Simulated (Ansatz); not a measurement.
Ansatz input file:

```yaml
crystal:
  lattice:
    - [2.8362844918, 0.0, 0.0]
    - [-1.4181422459, 2.4562944222, 0.0]
    - [0.0, 0.0, 35.6442989108]
  atoms:
    - { symbol: Al, position: [0.3333333333, 0.6666666667, 0.2384673078] }
    - { symbol: Al, position: [0.0, 0.0, 0.3038504809] }
    - { symbol: Al, position: [0.6666666667, 0.3333333333, 0.3692336539] }
    - { symbol: Al, position: [0.0, 0.0, 0.434616827] }
    - { symbol: Al, position: [0.3333333333, 0.6666666667, 0.5] }
    - { symbol: Al, position: [0.0, 0.0, 0.565383173] }
    - { symbol: Al, position: [0.6666666667, 0.3333333333, 0.6307663461] }
    - { symbol: Al, position: [0.0, 0.0, 0.6961495191] }
    - { symbol: Al, position: [0.3333333333, 0.6666666667, 0.7615326922] }
basis:
  ecutwfc: 420
kpoints:
  mp_grid: { grid: [12, 12, 1] }
hamiltonian:
  xc: pbesol
scf:
  occupations: { method: gaussian, width: 0.1 }
output:
  forces: true
  eigenvalues: true
relax:
  adjacent_minimum: "off"
  f_tol: 0.03
  max_steps: 70
  constraints: [{ sites: [0, 1, 2, 3] }]
efield:
  axis: 3
  dipole_correction: true
  ramp_width: 0.04
```

Command:
```bash
ansatz run input.yaml --threads 1 --pin off --max-ram 2560MiB --backend cpu --events-out ev --progress --plain --runs-dir out
```

Theory: DFT PBEsol, scalar-relativistic, plane waves, PAW in Ansatz.

Part of what the program printed, abridged:

```
Pseudopotentials: kind: paw
Pseudopotential: Al, paw, valence charge 3, recommended cutoff 420 eV (normal)
Functional definition: PBEsol
Crystal: 9 atoms, lattice volume = 248.325 Å³
Basis set: ecut = 420 eV, 4883 PW (Γ), exchange–correlation on 40×40×480 points (8 copies of the dense FFT grid, shifted against one another)
Bands: 23, of which v1, the nominal top of the filled ones, is band 14 counted from 1 (13 counted from 0)
Symmetry: 6 space group operations
k-points: 19 of 144 (time reversal used)
Initial density: superposition of atomic densities (neutral atoms: chi_scale 0, normalization atom), corrected by the library's trained network
Initial wavefunctions: pseudopotential atomic-orbital guess
Functional: x = pbesol(κ = 0.804, μ = 0.12345679), c = pbesol(β = 0.046)
SCF iter   1: F=—  HF=-4720.030111 eV  |F-HF|=—  |Δ(HF+E_count)|=         —  Δρ=1.93e-3  dr2=4.29e-1  ethr=1.77e-3  p=0.000 e·Å  D=8.55e-14 V/Å  ΔV_dip= 0.00 eV  dr2_dipole=8.78e-6  V_vac-E_F(+/−)=4.17/4.17 eV  ⟨swp⟩=12.2  Hψ=3391  notcnv=0
efield: sawtooth ramp at fractional position 0.9800 (placed from the atoms, in the widest stretch of the axis that holds none; the zero of the levels goes with the place), width 0.0400; the density the first Hamiltonian is built on has a dipole p = 0.000 e·Å; the dipole correction subtracts the counter field D = 8.55e-14 V/Å, which shifts the + side's vacuum level by  0.00 eV against the − side's; the planar-averaged density in the ramp window peaks in size at 1.0e-5 e/Å³
SCF iter   2: F=—  HF=-4720.020886 eV  |F-HF|=—  |Δ(HF+E_count)|=   9.22e-3  Δρ=6.17e-4  dr2=1.91e-2  ethr=1.59e-3  p=0.000 e·Å  D=3.96e-5 V/Å  ΔV_dip= 0.00 eV  dr2_dipole=6.44e-6  V_vac-E_F(+/−)=4.18/4.18 eV  ⟨swp⟩=1.3  Hψ=612  notcnv=0  defer=14
SCF iter   3: F=—  HF=-4720.020678 eV  |F-HF|=—  |Δ(HF+E_count)|=   2.08e-4  Δρ=2.47e-4  dr2=1.22e-3  ethr=7.09e-5  p=0.000 e·Å  D=1.20e-5 V/Å  ΔV_dip= 0.00 eV  dr2_dipole=5.11e-8  V_vac-E_F(+/−)=4.14/4.14 eV  ⟨swp⟩=1.7  Hψ=489  notcnv=0  defer=23
SCF iter   4: F=—  HF=-4720.020668 eV  |F-HF|=—  |Δ(HF+E_count)|=   9.74e-6  Δρ=5.14e-5  dr2=3.42e-5  ethr=4.51e-6  p=0.000 e·Å  D=6.05e-6 V/Å  ΔV_dip= 0.00 eV  dr2_dipole=1.25e-8  V_vac-E_F(+/−)=4.14/4.14 eV  ⟨swp⟩=2.6  Hψ=690  notcnv=0  defer=21
SCF iter   5: F=-4720.020662 eV  HF=-4720.020663 eV  |F-HF|=9.31e-7  |Δ(HF+E_count)|=   4.89e-6  Δρ=1.56e-5  dr2=2.27e-6  ethr=1.27e-7  p=0.000 e·Å  D=2.37e-6 V/Å  ΔV_dip= 0.00 eV  dr2_dipole=1.08e-10  V_vac-E_F(+/−)=4.13/4.13 eV  ⟨swp⟩=2.3  Hψ=615  notcnv=0  defer=21
SCF iter   6: F=-4720.020663 eV  HF=-4720.020663 eV  |F-HF|=1.93e-7  |Δ(HF+E_count)|=   5.58e-7  Δρ=3.30e-6  dr2=2.83e-7  ethr=8.39e-9  p=0.000 e·Å  D=1.13e-6 V/Å  ΔV_dip= 0.00 eV  dr2_dipole=9.90e-11  V_vac-E_F(+/−)=4.13/4.13 eV  ⟨swp⟩=12.1  Hψ=2556  notcnv=0
SCF 1 converged in 6 iterations: F = -4720.020663 eV  dr2 = 2.83e-7
relax step   1: F+E_penalty+E_count = -4720.02066329 eV  Δ(F+E_penalty+E_count) = +0.000e0 eV  max|allowed force component| = 7.864e-2 eV/Å  Δτ_max = 0.0000 Å  (6 SCF iters, dr2 threshold 2.25e-5 eV, accepted)
Initial density: handed on by an earlier stage of this run
Initial wavefunctions: those handed on with the density
SCF iter   1: F=—  HF=-4720.023878 eV  |F-HF|=—  |Δ(HF+E_count)|=         —  Δρ=7.97e-4  dr2=4.63e-2  ethr=1.80e-4  p=0.000 e·Å  D=1.12e-6 V/Å  ΔV_dip= 0.00 eV  dr2_dipole=1.86e-2  V_vac-E_F(+/−)=4.13/4.13 eV  ⟨swp⟩=1.0  Hψ=1513  notcnv=0  defer=60
efield: sawtooth ramp at fractional position 0.9800 (handed on by an earlier solve), width 0.0400; the density the first Hamiltonian is built on has a dipole p = 0.000 e·Å; the dipole correction subtracts the counter field D = 1.12e-6 V/Å, which shifts the + side's vacuum level by  0.00 eV against the − side's; the planar-averaged density in the ramp window peaks in size at 1.8e-7 e/Å³
SCF iter   2: F=—  HF=-4720.022649 eV  |F-HF|=—  |Δ(HF+E_count)|=   1.23e-3  Δρ=3.24e-4  dr2=1.31e-3  ethr=1.72e-4  p=0.000 e·Å  D=3.28e-5 V/Å  ΔV_dip= 0.00 eV  dr2_dipole=3.09e-4  V_vac-E_F(+/−)=4.14/4.14 eV  ⟨swp⟩=1.4  Hψ=405  notcnv=0  defer=60
SCF iter   3: F=—  HF=-4720.022389 eV  |F-HF|=—  |Δ(HF+E_count)|=   2.60e-4  Δρ=1.46e-4  dr2=5.32e-4  ethr=4.87e-6  p=0.000 e·Å  D=2.28e-4 V/Å  ΔV_dip=-0.01 eV  dr2_dipole=2.16e-4  V_vac-E_F(+/−)=4.13/4.14 eV  ⟨swp⟩=2.7  Hψ=766  notcnv=0  defer=60
SCF iter   4: F=—  HF=-4720.022355 eV  |F-HF|=—  |Δ(HF+E_count)|=   3.33e-5  Δρ=1.41e-5  dr2=4.56e-6  ethr=1.97e-6  p=0.000 e·Å  D=2.22e-4 V/Å  ΔV_dip=-0.01 eV  dr2_dipole=2.29e-6  V_vac-E_F(+/−)=4.13/4.14 eV  ⟨swp⟩=1.9  Hψ=503  notcnv=0  defer=60
SCF iter   5: F=—  HF=-4720.022345 eV  |F-HF|=—  |Δ(HF+E_count)|=   1.00e-5  Δρ=5.88e-6  dr2=4.65e-7  ethr=1.69e-8  p=0.000 e·Å  D=2.30e-4 V/Å  ΔV_dip=-0.01 eV  dr2_dipole=2.12e-8  V_vac-E_F(+/−)=4.13/4.14 eV  ⟨swp⟩=2.5  Hψ=664  notcnv=0  defer=60
SCF iter   6: F=-4720.022345 eV  HF=-4720.022345 eV  |F-HF|=5.42e-9  |Δ(HF+E_count)|=   3.94e-8  Δρ=1.60e-6  dr2=2.16e-8  ethr=3.70e-10  p=0.000 e·Å  D=2.34e-4 V/Å  ΔV_dip=-0.01 eV  dr2_dipole=1.56e-9  V_vac-E_F(+/−)=4.13/4.14 eV  ⟨swp⟩=13.9  Hψ=2757  notcnv=0
SCF iter   7: F=-4720.022345 eV  HF=-4720.022345 eV  |F-HF|=1.83e-10  |Δ(HF+E_count)|=   1.99e-8  Δρ=5.10e-7  dr2=2.50e-9  ethr=8.01e-11  p=0.000 e·Å  D=2.34e-4 V/Å  ΔV_dip=-0.01 eV  dr2_dipole=8.47e-10  V_vac-E_F(+/−)=4.13/4.14 eV  ⟨swp⟩=3.8  Hψ=1462  notcnv=0
SCF iter   8: F=-4720.022345 eV  HF=-4720.022345 eV  |F-HF|=5.07e-10  |Δ(HF+E_count)|=   2.03e-9  Δρ=1.32e-7  dr2=2.61e-10  ethr=9.25e-12  p=0.000 e·Å  D=2.34e-4 V/Å  ΔV_dip=-0.01 eV  dr2_dipole=3.24e-12  V_vac-E_F(+/−)=4.13/4.14 eV  ⟨swp⟩=2.4  Hψ=1325  notcnv=0
SCF 2 converged in 8 iterations: F = -4720.022345 eV  dr2 = 2.61e-10
relax step   2: F+E_penalty+E_count = -4720.02234517 eV  Δ(F+E_penalty+E_count) = -1.682e-3 eV  max|allowed force component| = 1.212e-2 eV/Å  Δτ_max = 0.0401 Å  (8 SCF iters, accepted)
SCF converged after 8 iterations
Free energy (F): -4720.022345 eV
Harris-Foulkes:  -4720.022345 eV  (|F-HF|=5.07e-10)
Internal energy: -4719.998672 eV  (E = F + TS)
E sigma→0 (E₀):  -4720.010509 eV
Entropy (-TS):   -0.023673 eV (-2.630 meV/atom)
Fermi energy:    3.044735 eV
Dipole field:    D = 0.000232 V/Å  (p = 0.000318 e·Å, saw-weighted, corrected)
Work function:   Φ+ = 4.1278 eV   Φ− = 4.1360 eV
Levels:          The Fermi level and band energies are counted from a zero that moves with the ramp; work functions are not
--- Per-component energies (eV) ---
  E_band       = -33.920556
  E_kinetic    = 203.874071
  E_local      = -9509.055587  (includes V_loc(G=0)·N_el)
  E_nonlocal   = 94.165605
  E_hartree    = 4735.150275
  E_xc         = -353.272318
  E_vxc        = -260.593303  (∫ρ·V_xc dr)
  E_paw        = -4092.450061  (= ΣΔE_a)
  E_vpaw       = -32.611241  (= ΣTr[D̂ρ^β])
  E_aug_tail   = -0.000023  (compensation charges beyond the density's cutoff)
  E_efield     = 0.000000  (sawtooth field / dipole correction)
  E_vefield    = 0.000082  (∫n·V_field dr)
  E_ewald      = 4201.417115
  E_core_change = 0.172251  (= ΣΔE_core)
  E_smearing   = -0.023673  (= −TS)
--- Forces (eV/Å), atoms counted from 1 ---
  atom   1  Al     0.00000000     0.00000000    -0.04981311
  atom   2  Al     0.00000000     0.00000000     0.06360889
  atom   3  Al     0.00000000     0.00000000    -0.04358181
  atom   4  Al     0.00000000     0.00000000     0.03298355
  atom   5  Al     0.00000000     0.00000000    -0.00277548
  atom   6  Al     0.00000000     0.00000000     0.00797286
  atom   7  Al     0.00000000     0.00000000    -0.00739442
  atom   8  Al     0.00000000     0.00000000     0.01112307
  atom   9  Al     0.00000000     0.00000000    -0.01212247
--- Band table (eV; the first three rows and the last of 19) ---
  k-point 0: bands = ["-8.0740", "-7.8193", "-7.4482", "-6.9052", "-6.2368", "-5.4339", "-4.4676", "-3.3962", "-2.1492", "-0.9811", "0.4858", "1.9520", "3.4744", "4.9394", "6.1864", "7.0071", "7.2369", "8.2995", "8.3696", "9.9897", "10.0619", "12.0002", "12.0506"]
  k-point 1: bands = ["-7.9040", "-7.6495", "-7.2789", "-6.7364", "-6.0687", "-5.2666", "-4.3012", "-3.2307", "-1.9834", "-0.8222", "0.6452", "2.1094", "3.6295", "5.0929", "6.3412", "7.1696", "7.4017", "8.4545", "8.5217", "10.1173", "10.1901", "11.3532", "11.5388"]
  k-point 2: bands = ["-7.3952", "-7.1414", "-6.7721", "-6.2312", "-5.5658", "-4.7661", "-3.8035", "-2.7359", "-1.4888", "-0.3459", "1.1204", "2.5762", "4.0841", "5.5354", "6.7549", "7.6319", "7.8270", "8.2922", "8.3715", "8.7181", "8.9652", "9.0616", "9.3942"]
  k-point 18: bands = ["-0.2475", "-0.1178", "-0.1154", "-0.0027", "0.0904", "0.1304", "0.3320", "0.4077", "0.4489", "0.8320", "0.8455", "0.9545", "1.0874", "1.9075", "1.9312", "2.3904", "2.4485", "2.5883", "2.8496", "3.4782", "4.0873", "4.5199", "4.5563"]
--- Relaxed structure (2 steps of the walk, 2 accepted, 0 SCFs on fresh bases) ---
  F+E_penalty+E_count = -4720.02234517 eV   max|allowed force component| = 1.212e-2 eV/Å
  atoms:
    - { symbol: Al, position: [0.33333333, 0.66666666, 0.23846730] }
    - { symbol: Al, position: [0.0, 0.0, 0.3038504809] }
    - { symbol: Al, position: [0.66666666, 0.33333333, 0.3692336539] }
    - { symbol: Al, position: [0.0, 0.0, 0.434616827] }
    - { symbol: Al, position: [0.33333333, 0.66666666, 0.49945142] }
    - { symbol: Al, position: [0.0, 0.0, 0.56425901] }
    - { symbol: Al, position: [0.66666666, 0.33333333, 0.63009857] }
    - { symbol: Al, position: [0.0, 0.0, 0.69532980] }
    - { symbol: Al, position: [0.33333333, 0.66666666, 0.76137244] }
```

The relaxation met its thresholds.

It took 22 s on 1 thread of Intel(R) Xeon(R) Processor @ 2.70GHz, with other jobs on the host, peak memory 0.45 GiB.